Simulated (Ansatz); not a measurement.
CrB4 in space group Pnnm (No. 58; Cr on 2a, B on 4g, B on 4g), plane-wave PAW PBEsol (Ansatz code), all energies at zero smearing, with the estimated change up to a 700 eV cutoff added, with one set of potentials and settings (totals compare only within such a set). Cell of 10 atoms (2 Cr, 8 B): -7923.296 eV.

| element | reference phase | E (eV/atom) |
|---|---|---|
| Cr | Im-3m, 1 atoms in the cell | -3349.1978 |
| B | R-3m, 12 atoms in the cell | -152.6698 |

Formation energy per atom, worked out: (-7923.296 − 2×(-3349.1978) − 8×(-152.6698))/10 = -0.354 eV/atom (-34 kJ per mol of atoms), at 0 K, without zero-point energy or fitted corrections.

The first step of the workflow began from a Materials Project structure, measured or hypothetical; the Crystallography Open Database copy checked does not list it. COD files the formula under space group No. 71. Whether it is the stable phase at ambient conditions was not checked. The cell was relaxed with PBEsol under the symmetry of its start; its stability against distortions is not shown here. The run is not spin-polarised. The references are the lowest solids computed at this level, not always the standard phases.

Potentials: the later of the program's two PAW sets.
